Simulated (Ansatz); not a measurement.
A geometry of As away from equilibrium: step 2 of the relaxation of a relaxed As cell shaken by Gaussian noise of σ = 0.08 Å a coordinate. Level of theory: r2SCAN (plane waves to 500 eV, PAW, scalar-relativistic; Ansatz, an electronic-structure program). Γ-centred k-mesh 4×4×4 on the run's cell (coarser than for final values), Fermi–Dirac smearing 0.05 eV.

```yaml
crystal:
  lattice:
    - [6.88054, 0.00218, -0.02240]
    - [0.00218, 6.82625, 0.03600]
    - [-0.02240, 0.03600, 6.84782]
  atoms:
    - { symbol: As, position: [0.08435, 0.09962, 0.08248] }
    - { symbol: As, position: [0.59006, 0.41263, 0.91975] }
    - { symbol: As, position: [0.89698, 0.59770, 0.40464] }
    - { symbol: As, position: [0.39599, 0.92478, 0.58429] }
    - { symbol: As, position: [0.89515, 0.90822, 0.91443] }
    - { symbol: As, position: [0.40826, 0.59790, 0.08068] }
    - { symbol: As, position: [0.08690, 0.43295, 0.57290] }
    - { symbol: As, position: [0.59466, 0.07189, 0.40988] }
```

Give the Cartesian forces on all atoms (eV/Å).


```
atom     Fx     Fy     Fz
----  -----  -----  -----
As1   -0.93  -0.96  -0.85
As2    0.01  -0.04  -0.05
As3   -0.79   0.67  -0.68
As4   -0.60  -0.40   0.52
As5    0.98   0.96   0.83
As6   -0.05   0.02   0.03
As7    0.79  -0.69   0.69
As8    0.58   0.44  -0.48
```

What is the pressure?

+0.2 GPa, compression positive.

How far above the relaxed end point is this geometry?

0.88 eV/atom; the path ends in Cmce (No. 64) (AFLOW prototype A_oC8_64_f (A17, as in P)).

No spin polarisation in the result. No dispersion correction is included, so spacings between layers, chains or molecules are soft and tend to come out too large.

The end of the path is a generated cell of As: the first start was made by placing the elements on the sites of a structure type, and the end was not matched to a known phase here, so it may be hypothetical. Known forms of As include space group No. 166.
